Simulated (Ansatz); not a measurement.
GaSb:
Space group P-6m2 (No. 187); a = 3.903 Å, b = 3.903 Å, c = 3.601 Å, α = 90.00°, β = 90.00°, γ = 120.00°

| atom | site | symmetry | x | y | z |
|---|---|---|---|---|---|
| Ga | 1a | -6m2 | 0.0000 | 0.0000 | 0.0000 |
| Sb | 1f | -6m2 | 0.6667 | 0.3333 | 0.5000 |

Relaxed with PBEsol.

**Question.** Decompose the optical modes at the zone centre into irreducible representations, and say which are infrared and Raman allowed.

**Answer.** Point group -6m2: Γ_opt = A2'' + E'. Infrared: A2'', E'. Raman: E'.

**Question.** Assign frequencies (DFPT, DFT-PBEsol in the program Ansatz with PAW potentials).

**Answer.** A2'' 110, E' 137 cm⁻¹.

The cell is a constructed one: a structure type filled with these elements; neither database checked (COD, Materials Project) lists it. It is not the phase usual at ambient conditions (space group No. 216). The PBEsol relaxation kept the symmetry of its start; whether a distortion lowers the energy is not shown. As this level gives no gap, phonon frequencies hold no LO–TO term and depend on the k-mesh and smearing (Fermi–Dirac, 0.1 eV here). Scalar-relativistic: spin–orbit coupling is off unless named, which matters more the heavier the elements.

Potentials: the earlier of the program's two PAW sets. The files were generated under PBE; for other functionals the program regenerates the frozen cores, and for LDA and PBEsol the local potential too.
